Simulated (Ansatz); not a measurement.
Question: Each is relaxed and computed with DFT-PBE in the program Ansatz with PAW potentials. Which alone has a direct gap?
A. CaO, rock salt
B. Sn3O4, Pbam (Sn on 4h, Sn on 2c, O on 4g, O on 4h)
C. SnO2, rutile
D. BaSrTi2O6, P4mm (Pearson symbol tP10)

Answer: C, SnO2, rutile. SnO2: gap 0.68 eV (direct); Sn3O4: gap 1.04 eV (indirect); BaSrTi2O6: gap 1.86 eV (indirect); CaO: gap 3.66 eV (indirect). Typed or built starts, not in the databases checked: Sn3O4, Pbam (Sn on 4h, Sn on 2c, O on 4g, O on 4h); BaSrTi2O6, P4mm (Pearson symbol tP10). Began spin-polarised and lost the moments: BaSrTi2O6, P4mm (Pearson symbol tP10). All cells were relaxed under the symmetry of their starts (and spin orders); stability against distortions was not tested throughout. Spin–orbit coupling is left out wherever it is not named.

Potentials: the earlier of the program's two PAW sets.
